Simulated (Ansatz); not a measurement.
# GaP with Sn replacing P — ¹¹⁹Sn Mössbauer parameters

Cell: a supercell of GaP (zinc blende type, F-43m) built from a COD entry, with the ions relaxed around the defect (PBE).

```cif
data_Ga27SnP26
_symmetry_space_group_name_H-M 'F-43m'
_symmetry_Int_Tables_number 216
_cell_length_a 16.3515
_cell_length_b 16.3515
_cell_length_c 16.3515
_cell_angle_alpha 90.000
_cell_angle_beta 90.000
_cell_angle_gamma 90.000
loop_
_atom_site_label
_atom_site_type_symbol
_atom_site_symmetry_multiplicity
_atom_site_Wyckoff_symbol
_atom_site_fract_x
_atom_site_fract_y
_atom_site_fract_z
Ga1 Ga 16 e 0.4124 0.0876 0.4124
Ga3 Ga 24 g 0.7500 0.0825 0.7500
Ga5 Ga 48 h 0.7494 0.9167 0.5833
Ga14 Ga 4 d 0.7500 0.7500 0.7500
Ga18 Ga 16 e 0.0836 0.5836 0.9164
Sn Sn 4 a 0.5000 0.0000 0.5000
P29 P 48 h 0.6680 0.0005 0.6680
P32 P 16 e 0.8335 0.8335 0.6665
P36 P 16 e 0.1669 0.6669 0.8331
P42 P 24 f 0.0000 0.6667 0.0000
```

One atom of each set is listed; the run and its k-mesh use a cell of 54 atoms with edges of 11.56, 11.56, 11.56 Å.

Level of theory: DFT, PBE, plane waves and PAW, scalar-relativistic, 420 eV cutoff, Γ-centred 2×2×2 k-points, Fermi–Dirac smearing 0.01 eV, cell charge -1 (Ansatz 0.2.0).

Isomer shifts (against SnO₂) follow from the electron density at the nucleus, δ = α(ρ − ρ₀), with α = 0.099 mm s⁻¹ a₀³ and ρ₀ = 183191.44 a₀⁻³ from a line fitted to 8 measured compounds at this level of theory (rms miss 0.12 mm/s). ΔE_Q = ½eQV_zz(1 + η²/3)^½ with Q = -0.132 b for the 23.9 keV state.

**Question.** Give the isomer shift and quadrupole splitting of each Sn site.

**Answer.** 

| site | atoms | first shell | ρ − ρ₀ (a₀⁻³) | δ (mm/s) | ΔE_Q (mm/s) | η |
| --- | --- | --- | --- | --- | --- | --- |
| Sn | 1 | 4 Ga at 2.48 Å | 16.5 | 1.63 | 0.00 | – |

The shift of Sn is in the range of covalently or intermetallically bonded tin.

The defect repeats with the cell of 54 atoms, so it feels its images: sites between two images don't show the values beside a lone defect, and zeros or small values of η there can come from the images' arrangement. The relaxation keeps the site symmetry -43m of the start, so the impurity can't leave its site; a start off the site could end lower. A uniform background compensates the cell's charge.
